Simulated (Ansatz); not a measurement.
Be:
```yaml
crystal:
  lattice:
    - [-1.23070, 1.23070, 1.23070]
    - [1.23070, -1.23070, 1.23070]
    - [1.23070, 1.23070, -1.23070]
  atoms:
    - { symbol: Be, position: [0.00000, 0.00000, 0.00000] }
```

Relaxed with LDA. Special points in fractions of this cell's reciprocal vectors: Γ (0.000, 0.000, 0.000); H (0.500, -0.500, 0.500); N (0.000, 0.000, 0.500); P (0.250, 0.250, 0.250).

### Question
List the band energies nearest the Fermi level at these points for the program Ansatz at the LDA level (PAW).

### Answer
In eV from the Fermi level; about four levels below and three above (degenerate sets whole), none deeper than 8.9 eV; … stands for higher levels left out; points with the same levels are listed once.

| k | below | above |
|---|---|---|
| Γ | – | … |
| N | -5.45 | … |

Space group Im-3m (bcc (W type)). The first step of the workflow began from a Materials Project structure, measured or hypothetical; the Crystallography Open Database copy checked does not list it. It is not the phase usual at ambient conditions (space group No. 194). The cell was relaxed with LDA under the symmetry of its start; its stability against distortions is not shown here.

Potentials: the later of the program's two PAW sets.
